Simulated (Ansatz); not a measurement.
**ZrSbPd squeezed and stretched**

A database entry relaxed whole under r2SCAN (Pnma):

```
CELL_PARAMETERS angstrom
6.85266 0.00000 0.00000
0.00000 4.32717 0.00000
0.00000 0.00000 7.98946
ATOMIC_POSITIONS crystal
Zr 0.51692 0.25000 0.69483
Zr 0.98308 0.75000 0.19483
Zr 0.01692 0.25000 0.80517
Zr 0.48308 0.75000 0.30517
Sb 0.26758 0.25000 0.10615
Sb 0.23242 0.75000 0.60615
Sb 0.76758 0.25000 0.39385
Sb 0.73242 0.75000 0.89385
Pd 0.66458 0.25000 0.07431
Pd 0.83542 0.75000 0.57431
Pd 0.16458 0.25000 0.42569
Pd 0.33542 0.75000 0.92569
```

The cell was scaled uniformly, its shape held, and the atoms relaxed at each volume with plane-wave PAW DFT (Ansatz 0.2.0; r2SCAN, 500 eV, 5×8×5 Γ-centred mesh, fermi-dirac occupations of width 0.100 eV; no spin, no spin-orbit coupling). One row is withheld.

```csv
volume (Å³/atom),energy over the lowest (meV/atom),pressure (GPa)
18.558,34.1,9.93
18.953,?,?
19.348,3.4,2.94
19.742,0.0,0.00
20.137,3.5,-2.63
20.532,13.0,-4.96
20.927,28.0,-7.04
```

Question: Fit the pressures of the other rows to the third-order Birch-Murnaghan form.

Answer: With f = [(V₀/V)^(2/3) − 1]/2 and P = 3B₀f(1 + 2f)^(5/2)[1 + 3(B₀′ − 4)f/2], least squares gives V₀ = 19.74 Å³ an atom, B₀ = 139 GPa and B₀′ = 4.7; the rows miss the fit by less than 0.01 GPa. The slope of the energies differs from these pressures by 0.07 GPa, since they are taken to zero smearing while pressures follow the free energy.

Question: What does the withheld row hold?

Answer: The fit gives 6.23 GPa at 18.953 Å³; the run gave 6.23 GPa and 14.4 meV an atom.

Caveats: the shape of the cell was held, so B₀ is an upper bound where the axes differ in stiffness; 0 K, fixed nuclei; the symmetry was kept, and this need not be the phase that is stable at 0 K; one mesh for all volumes; pressure is positive in compression.
